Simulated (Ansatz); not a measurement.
Consider the following.

Relaxed NbSi₂ (CrSi2 type, space group P6_222):

```
CELL_PARAMETERS angstrom
      4.81046     0.00000     0.00000
     -2.40523     4.16598     0.00000
      0.00000     0.00000     6.61846
ATOMIC_POSITIONS crystal
  Nb 0.50000 0.00000 0.00000
  Nb 0.50000 0.50000 0.33333
  Nb 0.00000 0.50000 0.66667
  Si 0.15931 0.31861 0.00000
  Si 0.84069 0.15931 0.33333
  Si 0.68139 0.84069 0.66667
  Si 0.84069 0.68139 0.00000
  Si 0.15931 0.84069 0.33333
  Si 0.31861 0.15931 0.66667
```

The atoms are displaced by Q × the pattern below (from a DFPT mode at Γ, largest move 1; Q in Å), at fixed cell. It is one choice among 2 degenerate patterns.

```tsv
atom	x	y	z
Nb1	0.000	0.395	0.000
Nb2	0.000	0.396	0.000
Nb3	0.000	0.396	0.000
Si4	0.000	-1.000	0.000
Si5	0.299	-0.482	0.751
Si6	-0.299	-0.482	0.751
Si7	0.000	-1.000	0.000
Si8	0.299	-0.482	-0.751
Si9	-0.299	-0.482	-0.751
```

Calculation: PBE (plane waves to 420 eV, PAW, scalar-relativistic; Ansatz, an electronic-structure program). k mesh 11×11×7 (Γ-centred), Fermi-Dirac smearing 0.05 eV. E stands for the smeared free energy. With partly filled bands, energies and forces of such displacements shift with the k mesh and the smearing. NbSi2 is run without spin polarisation. NbSi2 was relaxed with its symmetry unable to fall. ΔE is measured from the undisplaced structure.

The scan covers Q from -0.180 to 0.180 Å in 13 points.

**Question.** Which space group does the distorted structure have?

**Answer.** C2 (No. 5), lowered from P6_222.

**Question.** Is the energy the same for equal positive and negative displacements?

**Answer.** Even: the same for both signs.

**Question.** Is this a single well or a double well?

**Answer.** A single well with its minimum at or next to zero displacement.

**Question.** What is the energy change at Q = 0.180 Å?

**Answer.** 629 meV/cell.

**Question.** What harmonic wavenumber does the curvature at Q = 0 give?

**Answer.** 230 cm⁻¹.

(For displaced atoms, the force is minus the slope of the energy, and its curvature is a force constant, which sets phonon frequencies.)
